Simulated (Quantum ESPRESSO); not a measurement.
La₂O₃ (P-3m1) under strain

```yaml
crystal:
  lattice:
    - [3.93078, 0.00000, 0.00000]
    - [-1.96539, 3.40416, 0.00000]
    - [0.00000, 0.00000, 6.11195]
  atoms:
    - { symbol: La, position: [0.66667, 0.33333, 0.75376] }
    - { symbol: La, position: [0.33333, 0.66667, 0.24624] }
    - { symbol: O, position: [0.66667, 0.33333, 0.35411] }
    - { symbol: O, position: [0.33333, 0.66667, 0.64589] }
    - { symbol: O, position: [0.00000, 0.00000, 0.00000] }
```
The cell comes from the Materials Project (a computed structure). It is La2O3 in P-3m1. Stability against distortions was not tested. The run has no spin polarisation.

Isotropic strain: all lattice vectors are scaled together, so the volume changes by about three times as much; fractional positions kept.

Method: shieldings by PBE GIPAW (a modified build of Quantum ESPRESSO, JTH PAW datasets), 30 Ha, k-mesh 5×5×3 shifted, f-sum rule met within 0.005 %. Values are those of the named site's first atom. Shieldings are absolute and leave out the bulk-susceptibility term; a larger σ means a smaller chemical shift. In our sweeps, cutoffs and meshes of this size left a few ppm, and up to some 20 ppm on atoms from Zn on. Spin–orbit coupling is left out; its weight grows with the heaviest atom, La here. PBE places the empty d or f states of La too low, which is known to distort σ on and beside such ions. The structure is static (0 K, no zero-point motion).

Unchanged cell: σ_iso O1 (ppm) = -461.2, σ_iso O2 (ppm) = -379.6.

Question: How do these values move along the path (lattice scale factor: 0.98, 1.02)?

Answer: 
```csv
lattice scale factor,σ_iso O1 (ppm),σ_iso O2 (ppm)
0.98,-458.8,-380.3
1,-461.2,-379.6
1.02,-466.6,-383.4
```
